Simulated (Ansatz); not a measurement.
Computed with Ansatz 0.2.0, DFT PBE, scalar-relativistic, plane waves, PAW. All cells share a 420 eV cutoff and Γ-centred k meshes spaced about 0.3 Å⁻¹ or finer (0.25 for metals, 2π included). No spin polarisation in the final relaxations.

These are static total energies at zero pressure. All come from trial cells, and lower structures may exist.

Task: These unrelaxed guesses for B₂C are each relaxed within their symmetry. Order them by the energy at which they end, lowest first.
1.

```cif
data_structure
_symmetry_space_group_name_H-M 'Cmmm'
_symmetry_Int_Tables_number 65
_cell_length_a 3.4790
_cell_length_b 5.2472
_cell_length_c 3.4140
_cell_angle_alpha 90.000
_cell_angle_beta 90.000
_cell_angle_gamma 90.000
_cell_volume 62.32
loop_
_atom_site_label
_atom_site_type_symbol
_atom_site_symmetry_multiplicity
_atom_site_Wyckoff_symbol
_atom_site_fract_x
_atom_site_fract_y
_atom_site_fract_z
_atom_site_occupancy
B1 B 4 l 0.50000 0.00000 0.26095 1
C1 C 2 d 0.00000 0.00000 0.50000 1
```

2.

```cif
data_structure
_symmetry_space_group_name_H-M 'I4_1/amd:1'
_symmetry_Int_Tables_number 141
_cell_length_a 2.7948
_cell_length_b 2.7948
_cell_length_c 12.4446
_cell_angle_alpha 90.000
_cell_angle_beta 90.000
_cell_angle_gamma 90.000
_cell_volume 97.20
loop_
_atom_site_label
_atom_site_type_symbol
_atom_site_symmetry_multiplicity
_atom_site_Wyckoff_symbol
_atom_site_fract_x
_atom_site_fract_y
_atom_site_fract_z
_atom_site_occupancy
B1 B 8 e 0.50000 0.00000 0.41670 1
C1 C 4 a 0.00000 0.00000 0.00000 1
```

3.

```cif
data_structure
_symmetry_space_group_name_H-M 'P3m1'
_symmetry_Int_Tables_number 156
_cell_length_a 3.0857
_cell_length_b 3.0857
_cell_length_c 3.2807
_cell_angle_alpha 90.000
_cell_angle_beta 90.000
_cell_angle_gamma 120.000
_cell_volume 27.05
loop_
_atom_site_label
_atom_site_type_symbol
_atom_site_symmetry_multiplicity
_atom_site_Wyckoff_symbol
_atom_site_fract_x
_atom_site_fract_y
_atom_site_fract_z
_atom_site_occupancy
B1 B 1 a 0.00000 0.00000 0.85513 1
B2 B 1 a 0.00000 0.00000 0.45288 1
C1 C 1 b 0.33333 0.66667 0.78291 1
```

Result: 2 (ends in I4_1/amd, 0 meV/atom), 3 (ends in P-6m2, 28 meV/atom), 1 (ends in Cmmm, 141 meV/atom). Even the lowest end lies +0.33 eV/atom against the elements.

No dispersion correction is applied, so the spacing and binding between layers, chains or molecules are poorly described (Cmmm), and this can change margins and order among such cells. With atoms moved at random, I4_1/amd (by 76 meV/atom) fell into a lower structure; P-6m2 came back. Without a clear test, and held by symmetry: Cmmm. Some types were kept out of the candidates beforehand, so the set may lack a known form.
